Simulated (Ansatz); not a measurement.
An Ansatz (a first-principles code) run. Input:

Ansatz 0.2 input:
```yaml
crystal:
  lattice:
    - [2.8319067744, 0.0, 0.0]
    - [-1.4159533872, 2.4525032077, 0.0]
    - [0.0, 0.0, 5.1914651356]
  atoms:
    - { symbol: Nb, position: [0.3333333333, 0.6666666667, 0.25] }
    - { symbol: Nb, position: [0.6666666667, 0.3333333333, 0.75] }
kpoints:
  mp_grid: { grid: [29, 29, 14] }
hamiltonian:
  xc: pbesol
  pseudopotentials: { azcp: { folder: ./paw }, kind: paw }
scf:
  occupations: { method: fermi_dirac, width: 0.1 }
elastic: { mode: relaxed_ion, stencil: two_point, amplitude: 0.005, f_tol: 0.0005 }
```

Output (shortened):

```
Pseudopotential: Nb, paw, valence charge 13
Functional definition: PBEsol
Crystal: 2 atoms, lattice volume = 36.056 Å³
Basis set: ecut = 420 eV, 701 PW (Γ), exchange–correlation on 40×40×72 points (8 copies of the dense FFT grid, shifted against one another)
Bands: 17, of which v1, the nominal top of the filled ones, is band 13 counted from 1 (12 counted from 0)
Symmetry: 24 space group operations
Space group: P63/mmc (ITA 194), of the structure as read, at distance tolerance 3.3e-5 Å
k-points: 680 of 11774
the search or the solves at the SCF's close seem to have found levels that the self-consistency loop had missed (the run counts 2) …
SCF 1 converged in 10 iterations: F = -8990.388291 eV  dr2 = 1.43e-14
Crystal: 2 atoms, lattice volume = 35.876 Å³
Symmetry: 8 space group operations
k-points: 1800 of 11774
SCF 2 converged in 9 iterations: F = -8990.387601 eV  dr2 = 6.27e-15
relax step   1: F+E_penalty+E_count = -8990.38760052 eV  Δ(F+E_penalty+E_count) = +0.000e0 eV  max|allowed force component| = 1.865e-2 eV/Å  Δτ_max = 0.0000 Å  (9 SCF iters, accepted)
Crystal: 2 atoms, lattice volume = 35.876 Å³
SCF 3 converged in 8 iterations: F = -8990.389319 eV  dr2 = 3.16e-14
relax step   2: F+E_penalty+E_count = -8990.38931885 eV  Δ(F+E_penalty+E_count) = -1.718e-3 eV  max|allowed force component| = 5.036e-2 eV/Å  Δτ_max = 0.0239 Å  (8 SCF iters, accepted)
Crystal: 2 atoms, lattice volume = 35.876 Å³
SCF 4 converged in 9 iterations: F = -8990.396712 eV  dr2 = 8.96e-15
relax step   3: F+E_penalty+E_count = -8990.39671188 eV  Δ(F+E_penalty+E_count) = -7.393e-3 eV  max|allowed force component| = 5.093e-2 eV/Å  Δτ_max = 0.0616 Å  (9 SCF iters, accepted)
Crystal: 2 atoms, lattice volume = 35.876 Å³
SCF 5 converged in 9 iterations: F = -8990.354049 eV  dr2 = 8.26e-14
relax step   4: F+E_penalty+E_count = -8990.35404910 eV  Δ(F+E_penalty+E_count) = +4.266e-2 eV  max|allowed force component| = 3.001e-1 eV/Å  Δτ_max = 0.1950 Å  (9 SCF iters, rejected (line search))
Crystal: 2 atoms, lattice volume = 35.876 Å³
SCF 6 converged in 9 iterations: F = -8990.398735 eV  dr2 = 1.83e-14
relax step   5: F+E_penalty+E_count = -8990.39873534 eV  Δ(F+E_penalty+E_count) = -2.023e-3 eV  max|allowed force component| = 1.782e-2 eV/Å  Δτ_max = 0.0283 Å  (9 SCF iters, accepted)
Crystal: 2 atoms, lattice volume = 35.876 Å³
SCF 7 converged in 8 iterations: F = -8990.398925 eV  dr2 = 2.02e-14
relax step   6: F+E_penalty+E_count = -8990.39892509 eV  Δ(F+E_penalty+E_count) = -1.897e-4 eV  max|allowed force component| = 5.891e-3 eV/Å  Δτ_max = 0.0152 Å  (8 SCF iters, accepted)
Crystal: 2 atoms, lattice volume = 35.876 Å³
SCF 8 converged in 7 iterations: F = -8990.398945 eV  dr2 = 6.14e-14
relax step   7: F+E_penalty+E_count = -8990.39894492 eV  Δ(F+E_penalty+E_count) = -1.983e-5 eV  max|allowed force component| = 1.435e-3 eV/Å  Δτ_max = 0.0045 Å  (7 SCF iters, accepted)
Crystal: 2 atoms, lattice volume = 35.876 Å³
SCF 9 converged in 7 iterations: F = -8990.398946 eV  dr2 = 2.45e-15
relax step   8: F+E_penalty+E_count = -8990.39894620 eV  Δ(F+E_penalty+E_count) = -1.282e-6 eV  max|allowed force component| = 1.975e-5 eV/Å  Δτ_max = 0.0009 Å  (7 SCF iters, accepted)
Crystal: 2 atoms, lattice volume = 35.876 Å³
SCF 10 converged in 9 iterations: F = -8990.398946 eV  dr2 = 6.11e-16
Crystal: 2 atoms, lattice volume = 36.236 Å³
Basis set: ecut = 420 eV, 709 PW (Γ), exchange–correlation on 40×40×72 points (8 copies of the dense FFT grid, shifted against one another)
SCF 11 converged in 9 iterations: F = -8990.388087 eV  dr2 = 3.06e-15
relax step   1: F+E_penalty+E_count = -8990.38808704 eV  Δ(F+E_penalty+E_count) = +0.000e0 eV  max|allowed force component| = 1.874e-2 eV/Å  Δτ_max = 0.0000 Å  (9 SCF iters, accepted)
Crystal: 2 atoms, lattice volume = 36.236 Å³
SCF 12 converged in 8 iterations: F = -8990.390233 eV  dr2 = 3.81e-14
relax step   2: F+E_penalty+E_count = -8990.39023298 eV  Δ(F+E_penalty+E_count) = -2.146e-3 eV  max|allowed force component| = 7.110e-2 eV/Å  Δτ_max = 0.0245 Å  (8 SCF iters, accepted)
Crystal: 2 atoms, lattice volume = 36.236 Å³
SCF 13 converged in 9 iterations: F = -8990.429910 eV  dr2 = 3.16e-14
relax step   3: F+E_penalty+E_count = -8990.42991003 eV  Δ(F+E_penalty+E_count) = -3.968e-2 eV  max|allowed force component| = 3.276e-1 eV/Å  Δτ_max = 0.0973 Å  (9 SCF iters, accepted)
Crystal: 2 atoms, lattice volume = 36.236 Å³
SCF 14 converged in 9 iterations: F = -8990.578102 eV  dr2 = 5.56e-14
relax step   4: F+E_penalty+E_count = -8990.57810207 eV  Δ(F+E_penalty+E_count) = -1.482e-1 eV  max|allowed force component| = 2.588e-1 eV/Å  Δτ_max = 0.2000 Å  (9 SCF iters, accepted)
Crystal: 2 atoms, lattice volume = 36.236 Å³
SCF 15 converged in 9 iterations: F = -8990.566130 eV  dr2 = 5.60e-14
relax step   5: F+E_penalty+E_count = -8990.56613006 eV  Δ(F+E_penalty+E_count) = +1.197e-2 eV  max|allowed force component| = 3.072e-1 eV/Å  Δτ_max = 0.1950 Å  (9 SCF iters, rejected (line search))
Crystal: 2 atoms, lattice volume = 36.236 Å³
SCF 16 converged in 9 iterations: F = -8990.601589 eV  dr2 = 3.18e-14
relax step   6: F+E_penalty+E_count = -8990.60158855 eV  Δ(F+E_penalty+E_count) = -2.349e-2 eV  max|allowed force component| = 1.360e-4 eV/Å  Δτ_max = 0.0869 Å  (9 SCF iters, accepted)
Crystal: 2 atoms, lattice volume = 36.236 Å³
SCF 17 converged in 8 iterations: F = -8990.601589 eV  dr2 = 4.37e-16
Crystal: 2 atoms, lattice volume = 35.876 Å³
SCF 18 converged in 8 iterations: F = -8990.387290 eV  dr2 = 1.76e-15
Crystal: 2 atoms, lattice volume = 36.236 Å³
SCF 19 converged in 6 iterations: F = -8990.387798 eV  dr2 = 3.12e-15
Crystal: 2 atoms, lattice volume = 36.056 Å³
Symmetry: 4 space group operations
k-points: 3060 of 11774
SCF 20 converged in 8 iterations: F = -8990.388434 eV  dr2 = 2.14e-14
relax step   1: F+E_penalty+E_count = -8990.38843400 eV  Δ(F+E_penalty+E_count) = +0.000e0 eV  max|allowed force component| = 1.639e-4 eV/Å  Δτ_max = 0.0000 Å  (8 SCF iters, accepted)
Crystal: 2 atoms, lattice volume = 36.056 Å³
SCF 21 converged in 8 iterations: F = -8990.388434 eV  dr2 = 8.65e-16
Crystal: 2 atoms, lattice volume = 36.056 Å³
SCF 22 converged in 8 iterations: F = -8990.388434 eV  dr2 = 2.20e-14
relax step   1: F+E_penalty+E_count = -8990.38843400 eV  Δ(F+E_penalty+E_count) = +0.000e0 eV  max|allowed force component| = 1.639e-4 eV/Å  Δτ_max = 0.0000 Å  (8 SCF iters, accepted)
Crystal: 2 atoms, lattice volume = 36.056 Å³
SCF 23 converged in 8 iterations: F = -8990.388434 eV  dr2 = 8.53e-16
1 of the elastic batch's strained cells closed on another state than the unstrained crystal's, so that the constants are between two states. The farthest is the member of strain η1, δ = +5.0e-3: the two states' filled orbitals part by 0.735, averaged over the …
WARN: C11 and the rest of its column (C11 to C61, from strain 11), every constant that the crystal's symmetry builds from them, which can be the whole tensor …
SCF converged after 10 iterations
Free energy (F): -8990.388291 eV
Harris-Foulkes:  -8990.388291 eV  (|F-HF|=3.64e-12)
Internal energy: -8990.299383 eV  (E = F + TS)
E sigma→0 (E₀):  -8990.343837 eV
Entropy (-TS):   -0.088908 eV (-44.454 meV/atom)
Fermi energy:    18.005468 eV
--- Per-component energies (eV) ---
  E_band       = -136.362554
  E_kinetic    = 747.983047
  E_local      = -1310.459420  (includes V_loc(G=0)·N_el)
  E_nonlocal   = 193.838270
  E_hartree    = 435.617168
  E_xc         = -329.637089
  E_vxc        = -400.673218  (∫ρ·V_xc dr)
  E_paw        = -6053.144881  (= ΣΔE_a)
  E_vpaw       = -238.285643  (= ΣTr[D̂ρ^β])
  E_aug_tail   = 0.000076  (compensation charges beyond the density's cutoff)
  E_ewald      = -2674.873973
  E_core_change = 0.377419  (= ΣΔE_core)
  E_smearing   = -0.088908  (= −TS)
  E_closure    = 0.000000  (closes the sum)
  Σ components = -8990.388291   (vs F -8990.388291, Δ=0.00e0)
--- Forces (eV/Å), atoms counted from 1 ---
  atom   1  Nb     0.00000000     0.00000000     0.00000000
  atom   2  Nb     0.00000000     0.00000000     0.00000000
  max |Σ_I F_I| component: 2.31e-18 eV/Å
--- Stress (GPa, compression-positive) ---
        0.213306       0.000000       0.000000
        0.000000       0.213306       0.000000
        0.000000       0.000000       0.220812
  P = ⅓ Tr σ = 0.2158 GPa (2.158 kbar)
--- Band table (eV; the first three rows and the last of 680) ---
  k-point 0: bands = ["-36.5877", "-36.4448", "-13.1594", "-12.1243", "-11.8725", "-11.8725", "-11.7819", "-11.7819", "11.7255", "14.0100", "16.9328", "18.3125", "18.3125", "18.5160", "18.7701", "18.7701", "20.6864"]
  k-point 1: bands = ["-36.5859", "-36.4466", "-13.1472", "-12.1381", "-11.8714", "-11.8714", "-11.7830", "-11.7830", "11.7683", "14.0088", "16.9169", "18.3087", "18.3087", "18.4237", "18.7561", "18.7561", "20.7208"]
  k-point 2: bands = ["-36.5807", "-36.4520", "-13.1110", "-12.1788", "-11.8681", "-11.8681", "-11.7864", "-11.7864", "11.8944", "14.0016", "16.8718", "18.1710", "18.2997", "18.2997", "18.7161", "18.7161", "20.8199"]
  k-point 679: bands = ["-36.2485", "-36.2485", "-12.9788", "-12.9788", "-12.8258", "-12.8258", "-12.2653", "-12.2653", "15.7064", "15.7064", "16.2399", "16.2399", "17.6240", "17.6240", "19.1842", "19.1842", "22.4587"]
--- Elastic constants: 3 strain directions × 2 members + reference (group order 24) ---
  dense FFT box of the reference and of every strained cell: 20×20×36
  strains applied: 11, 33, 23; error gains …
  C = ∂σ_k/∂η_j (tension-positive GPa; Voigt order 11 22 33 23 13 12):
     -1252.460   1070.558    112.578      0.000      0.000      0.000
      1070.558  -1252.460    112.578      0.000      0.000      0.000
       983.772    983.772    265.557      0.000      0.000      0.000
         0.000      0.000      0.000    -50.962      0.000      0.000
         0.000      0.000      0.000      0.000    -50.962      0.000
         0.000      0.000      0.000      0.000      0.000  -1161.509
  reference stress σ⁰ (GPa):     -0.213     -0.213     -0.221      0.000      0.000      0.000
  moduli (Voigt/Reuss/Hill, GPa): K = 232.72/352.21/292.46   G = -546.44/-115.96/-331.20   E = -1596.10   ν = 1.410
  mechanically stable: NO (min eigenvalue of sym C = -2323.02 GPa)
  harmonic check of the ions' relaxations: strain 11: 1 of 1 pair far from harmonic (see the warning)
  the stresses are not corrected for the forces that the relaxations left standing (`elastic.f_tol`)
  strain η (Voigt 11):  stress-route row diagonal C_11 = -1252.46 GPa, energy-path curvature d²(F+E_count+ΔE)/dδ²/Ω₀ = -39806.02 GPa
         δ    σ_11 (GPa)             F (eV)   n_scf  n_hpsi   n_pw
    -5.000e-3       1.4543       -8990.3989462       9  514877    726   relax 8 steps, max|allowed force component| 1.97e-5 eV/Å
     5.000e-3     -11.0703       -8990.6015886       8  481387    726   relax 6 steps, max|allowed force component| 1.36e-4 eV/Å
  strain η (Voigt 33):  stress-route row diagonal C_33 = 265.56 GPa, energy-path curvature d²(F+E_count+ΔE)/dδ²/Ω₀ = 265.56 GPa
         δ    σ_33 (GPa)             F (eV)   n_scf  n_hpsi   n_pw
    -5.000e-3      -1.5632       -8990.3872897       8  214902    726   relax 0 steps, max|allowed force component| 2.31e-18 eV/Å
     5.000e-3       1.0924       -8990.3877975       6  194133    732   relax 0 steps, max|allowed force component| 2.92e-17 eV/Å
  strain η (Voigt 23):  stress-route row diagonal C_44 = -50.96 GPa, energy-path curvature d²(F+E_count+ΔE)/dδ²/Ω₀ = -50.88 GPa
         δ    σ_23 (GPa)             F (eV)   n_scf  n_hpsi   n_pw
    -5.000e-3       0.2548       -8990.3884340       8  824949    726   relax 1 steps, max|allowed force component| 1.64e-4 eV/Å
     5.000e-3      -0.2548       -8990.3884340       8  824888    726   relax 1 steps, max|allowed force component| 1.64e-4 eV/Å
```

Cost: about 50 core-minutes (a rough figure) on shared cores.

Space group P6_3/mmc (hcp (Mg type)). The start of the workflow was typed in or built on a structure type; the Crystallography Open Database copy checked does not list it. It is not the phase usual at ambient conditions (space group No. 229). Symmetry was held in the PBEsol relaxation; its stability against distortions is not shown here. The run is not spin-polarised. Axis ratios of metals converge slowly with the k-mesh, so a and c are less sure than the volume. Spin–orbit coupling is left out wherever it is not named.

Potentials: the earlier of the program's two PAW sets. The files were generated under PBE; for other functionals the program regenerates the frozen cores, and for LDA and PBEsol the local potential too.

Ansatz is a plane-wave DFT program.
